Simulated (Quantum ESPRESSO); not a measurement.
# Computed records: MgGa3P3Se (made-up cell)

All values are calculated (Quantum ESPRESSO 7.5). Calculation on a made-up crystal cell, not a measurement, the moved input of one more run found from cubic fits through the family: the fits match the computed values on one interval only; periodic Kohn-Sham density functional theory in plane waves with PseudoDojo standard norm-conserving scalar-relativistic pseudopotentials, each functional with its own files (v0.5 for PBE, v0.4.1 for LDA and PBEsol), no spin polarisation, no spin-orbit coupling, atoms not relaxed, stress positive in tension, energies less a fixed whole-eV offset for each atom's element; levels are Kohn-Sham levels at fractions of this cell's reciprocal vectors, counted from the reference band (half the neutral cell's valence electrons, rounded up) at Gamma; error bars cover cutoff and k-mesh only, not smearing or the files; added strain carries the atoms with the cell, and shear is the tensor component; each bar is the largest change over components, and at least 0.002 eV, 0.002 eV per angstrom or 0.02 GPa; energies are for the whole cell, and the offsets were chosen from early runs and are not element reference energies.

MgGa3P3Se (made-up cell)

Reference structure:
```cif
# cell vector a (Å): 5.7373 0.0115 0.0101
# cell vector b (Å): 0.0115 5.6437 -0.0214
# cell vector c (Å): 0.0101 -0.0214 5.7086
data_MgGa3P3Se
_symmetry_space_group_name_H-M 'P 1'
_symmetry_Int_Tables_number 1
_cell_length_a 5.7373
_cell_length_b 5.6438
_cell_length_c 5.7086
_cell_angle_alpha 90.432
_cell_angle_beta 89.798
_cell_angle_gamma 89.769
_cell_volume 184.84
loop_
_atom_site_label
_atom_site_type_symbol
_atom_site_fract_x
_atom_site_fract_y
_atom_site_fract_z
_atom_site_occupancy
Ga1 Ga 0.01424 0.99907 0.99167 1
Ga2 Ga 0.98853 0.50584 0.51243 1
Ga3 Ga 0.49808 0.99215 0.50173 1
Mg1 Mg 0.49423 0.50037 0.00186 1
P1 P 0.24438 0.24702 0.25434 1
P2 P 0.24509 0.74563 0.74922 1
P3 P 0.75708 0.25654 0.74080 1
Se1 Se 0.76578 0.74266 0.25147 1
```

```
lattice type                              : zincblende/diamond
functional                                : pbe
cutoff                                    : 1170 eV
fermi dirac smearing                      : 0.025 eV
scf tolerance                             : 1e-07 eV
electrons removed                         : 0
moved input                               : shift of site 2 along x
moved input in the structure shown        : -0.0211 Å
further run fx on site 2                  : 1.804 eV/Å
further run fx on site 7                  : -0.488 eV/Å
further run fx on site 6                  : -0.108 eV/Å
further run fx on site 1                  : 0.448 eV/Å
k mesh                                    : 4 x 4 x 4, shifted by half a step
structure shown                           : one run of the family, not the further run
moved input of the further run            : -0.0572 Å
interval low                              : -0.05792 Å
interval high                             : -0.05642 Å
energy against integrated force or stress : 6.504e-05 eV
error bar energy                          : 0.007017 eV
error bar force                           : 0.002389 eV/Å
```

Atoms:
```
atoms element  atom site  atom energy offset (eV)
           Ga          1                    -2080
           Ga          2                    -2080
           Ga          3                    -2080
           Mg          4                    -1617
            P          5                     -189
            P          6                     -189
            P          7                     -189
           Se          8                    -3300
```

Family:
```
moved input (Å)  fx on site 2 (eV/Å)  fx on site 7 (eV/Å)  fx on site 6 (eV/Å)  fx on site 1 (eV/Å)
        -0.1362                2.498               -0.716               -0.279                0.638
        -0.1222                2.377               -0.675                -0.25                0.604
        -0.0211                1.479               -0.386               -0.022                0.361
         0.0732                0.618               -0.134                0.222                0.132
         0.1019                0.356               -0.062                0.302                0.063
         0.1139                0.247               -0.032                0.336                0.034
```
